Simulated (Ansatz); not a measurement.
Stress against strain in Si

```xyz
2
Lattice="0.0000 2.7155 2.7155 2.7155 0.0000 2.7155 2.7155 2.7155 0.0000" Properties=species:S:1:pos:R:3 pbc="T T T"
Si    2.7155    2.7155    2.7155
Si    4.0732    4.0732    4.0732
```

Atom numbers follow the list: Si1, Si2.

Structure: COD 9011998, as refined from experiment and not relaxed.

Level of theory: DFT, LDA, all-electron LAPW, scalar-relativistic in Ansatz 0.2.0.

Settings: a Γ-centred 11×11×11 k mesh, Fermi–Dirac smearing of 0.08 eV, basis error target 0.25 meV/atom, no spin polarisation.

The strain is applied along the Cartesian axes of the cell as listed (the other components stay zero). Fractional coordinates are held (clamped ions).

σ is the change of stress from the unstrained cell, which is at -1.55 GPa; tension is positive, so slopes are stress–strain coefficients at that pressure.

Only quantities that a quadratic follows smoothly over the whole series are listed; rougher ones are left out.

```csv
εzz,σzz (GPa),σxx (GPa)
-0.0300,-4.68,-1.97
-0.0100,-1.55,-0.60
0.0000,0.00,0.00
0.0100,1.52,0.55
0.0200,3.01,1.06
0.0300,4.48,1.52
```

Q: Fit the series and read off the stiffness at zero strain.

A: Least-squares fits y = p0 + p1 x + p2 x² to the rows give σzz (GPa): p1 = 153, p2 = -110; σxx (GPa): p1 = 58.1, p2 = -250. So C11 = 153 GPa and C12 = 58 GPa, which gives B = (C11 + 2 C12)/3 = 90 GPa.

Q: One run, at εzz = -0.0200, is withheld. Predict its row.

A: The fits give -3.10, -1.26; the run gave -3.11, -1.26.
